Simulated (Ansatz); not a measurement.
Ba:
```yaml
crystal:
  lattice:
    - [-2.43840, 2.43840, 2.43840]
    - [2.43840, -2.43840, 2.43840]
    - [2.43840, 2.43840, -2.43840]
  atoms:
    - { symbol: Ba, position: [0.00000, 0.00000, 0.00000] }
```

Relaxed with PBEsol. Special points in fractions of this cell's reciprocal vectors: Γ (0.000, 0.000, 0.000); H (0.500, -0.500, 0.500); N (0.000, 0.000, 0.500); P (0.250, 0.250, 0.250).

**Question.** List the band energies nearest the Fermi level at these points for plane-wave PAW PBEsol (Ansatz code).

**Answer.** In eV from the Fermi level; about four levels below and three above (degenerate sets whole), none deeper than 8.9 eV; points with the same levels are listed once.

| k | below | above |
|---|---|---|
| Γ | -2.79 | 1.92 1.92 1.92 |
| H | -0.65 -0.65 | 4.33 4.33 4.33 |
| N | -0.95 | 0.67 1.51 3.46 |
| P | – | 0.61 0.61 0.61 |

Space group Im-3m (bcc (W type)). The PBEsol relaxation kept the symmetry of its start. Scalar-relativistic: spin–orbit coupling is off unless named, which matters more the heavier the elements.

Potentials: the later of the program's two PAW sets.
